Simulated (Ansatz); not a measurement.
# Ti5Si: relaxed-ion elastic tensor

Theory: Ansatz 0.2.0, DFT PBE, scalar-relativistic, plane waves, PAW. Plane waves to 420 eV; Γ-centred k mesh 12×12×12; Fermi-Dirac smearing of 0.15 eV. No spin polarisation.

Relaxed structure:
```
Ti Si
1.0
     2.52715    1.45905    4.43614
    -2.52715    1.45905    4.43614
     0.00000   -2.91810    4.43614
Ti Si
5 1
Direct
  0.14974 0.14974 0.14974
  0.60248 0.39752 0.00000
  0.00000 0.60248 0.39752
  0.85026 0.85026 0.85026
  0.39752 0.00000 0.60248
  0.50000 0.50000 0.50000
```

It was relaxed at this level from a Materials Project cell. In a metal, frequencies and elastic constants depend on the k mesh and the smearing, soft modes and shear constants most.

**Question.** Give the relaxed-ion elastic constants (GPa, Voigt order xx yy zz yz xz xy, on the Cartesian axes of the cell above).

**Answer.**
C11 = 173.1, C12 = 86.1, C13 = 85.8, C14 = 18.9, C22 = 173.1, C23 = 85.8, C24 = -18.9, C33 = 226.1, C44 = 68.2, C55 = 68.2, C56 = 18.9, C66 = 43.5 GPa; the others vanish.

**Question.** Is the crystal stable against homogeneous strain?

**Answer.** Yes: the least eigenvalue of the tensor is 33.3 GPa.

**Question.** And the moduli of a polycrystal (Hill averages)?

**Answer.** B = 120 GPa, G = 53 GPa, E = 139 GPa, ν = 0.31.
